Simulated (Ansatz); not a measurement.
Relaxation of a relaxed C cell, doubled along one cell vector, shaken by Gaussian noise of σ = 0.08 Å a coordinate; 4 atoms in the cell, which starts as P1 (No. 1), aP4; a = b = 2.5175 Å, c = 4.3605 Å, α = β = 73.22°, γ = 60.00°. Computed with r2SCAN (plane waves to 500 eV, PAW, scalar-relativistic; Ansatz, a first-principles code). Γ-centred k-mesh 11×11×6 on the run's cell (coarser than for final values), Fermi–Dirac smearing 0.05 eV. This is the first round of the run. 

The optimiser's lines from the output (shortened; P is positive under compression):

```
relax step   1: F+E_penalty+E_count = -1004.02185189 eV  Δ(F+E_penalty+E_count) = +0.000e0 eV  max|allowed force component| = 9.341e0 eV/Å  Δτ_max = 0.0000 Å  P = +17.045 GPa  Ω = 22.565 Å³  (8 SCF iters, dr2 threshold 1.00e-7 eV, accepted)
relax step   2: F+E_penalty+E_count = -1005.65485953 eV  Δ(F+E_penalty+E_count) = -1.633e0 eV  max|allowed force component| = 3.814e0 eV/Å  Δτ_max = 0.1073 Å  P = -3.428 GPa  Ω = 23.195 Å³  (7 SCF iters, dr2 threshold 4.00e-7 eV, accepted)
relax step   3: F+E_penalty+E_count = -1006.13118613 eV  Δ(F+E_penalty+E_count) = -4.763e-1 eV  max|allowed force component| = 1.474e0 eV/Å  Δτ_max = 0.0591 Å  P = -3.409 GPa  Ω = 22.797 Å³  (7 SCF iters, dr2 threshold 4.00e-7 eV, accepted)
relax step   4: F+E_penalty+E_count = -1006.21331910 eV  Δ(F+E_penalty+E_count) = -8.213e-2 eV  max|allowed force component| = 2.187e-2 eV/Å  Δτ_max = 0.0353 Å  P = +1.999 GPa  Ω = 22.465 Å³  (6 SCF iters, dr2 threshold 4.00e-7 eV, accepted)
relax step   5: F+E_penalty+E_count = -1006.21392874 eV  Δ(F+E_penalty+E_count) = -6.096e-4 eV  max|allowed force component| = 9.510e-4 eV/Å  Δτ_max = 0.0006 Å  P = -0.023 GPa  Ω = 22.565 Å³  (3 SCF iters, dr2 threshold 4.00e-7 eV, accepted)
relax step   6: F+E_penalty+E_count = -1006.21392921 eV  Δ(F+E_penalty+E_count) = -4.681e-7 eV  max|allowed force component| = 6.296e-5 eV/Å  Δτ_max = 0.0000 Å  P = +0.005 GPa  Ω = 22.564 Å³  (4 SCF iters, dr2 threshold 2.89e-9 eV, accepted)
relax step   7: F+E_penalty+E_count = -1006.21392911 eV  Δ(F+E_penalty+E_count) = +9.978e-8 eV  max|allowed force component| = 6.151e-5 eV/Å  Δτ_max = 0.0000 Å  P = +0.010 GPa  Ω = 22.564 Å³  stress off target by 1.06e-2 GPa  SCF on the basis re-selected at this cell (its energy is not comparable with the rows above)  (3 SCF iters)
```

From the first to the last row the energy changes by -0.55 eV/atom and the volume by 0.0 %. The last row is marked as not comparable with the walk above it, whose basis was carried along; it does compare with step 1, since both stand on a basis selected at the nominal cutoff for their own cell.

Later rounds, restarted from the end of this one on a renewed k-mesh, logged 2 more steps and released under 1 meV/atom more. The final structure after all rounds: Fd-3m, origin choice 1 (No. 227), cF8, diamond type; a = 3.5603 Å, b = 3.5603 Å, c = 3.5603 Å, α = 90.00°, β = 90.00°, γ = 90.00°. Between re-selections the logged energies stand on a plane-wave basis carried along with the cell. No spin polarisation in the result.
